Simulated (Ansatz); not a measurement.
Ag:
```yaml
crystal:
  lattice:
    - [0.00000, 2.05223, 2.05223]
    - [2.05223, 0.00000, 2.05223]
    - [2.05223, 2.05223, 0.00000]
  atoms:
    - { symbol: Ag, position: [0.00000, 0.00000, 0.00000] }
```

Relaxed with r²SCAN. Special points in fractions of this cell's reciprocal vectors: Γ (0.000, 0.000, 0.000); X (0.500, 0.000, 0.500); U (0.625, 0.250, 0.625); K (0.375, 0.375, 0.750); L (0.500, 0.500, 0.500); W (0.500, 0.250, 0.750).

Q: List the band energies nearest the Fermi level at these points for the program Ansatz at the r²SCAN level (PAW).

A: In eV from the Fermi level; about four levels below and three above (degenerate sets whole), none deeper than 8.9 eV; … stands for higher levels left out; points with the same levels are listed once.

| k | below | above |
|---|---|---|
| Γ | -5.21 -5.21 -5.21 -4.19 -4.19 | 16.25 … |
| X | -6.70 -3.43 -3.18 -3.18 | 1.66 6.77 … |
| U | -5.96 -4.46 -3.97 -3.46 | 4.34 5.33 … |
| L | -5.23 -5.23 -3.39 -3.39 -0.38 | 3.53 … |
| W | -5.46 -5.46 -4.17 -3.18 | 6.05 6.05 … |

Space group Fm-3m (fcc (Cu type)). The cell was relaxed with r²SCAN under the symmetry of its start. The run is not spin-polarised. Spin–orbit coupling is left out wherever it is not named.

Potentials: the later of the program's two PAW sets.
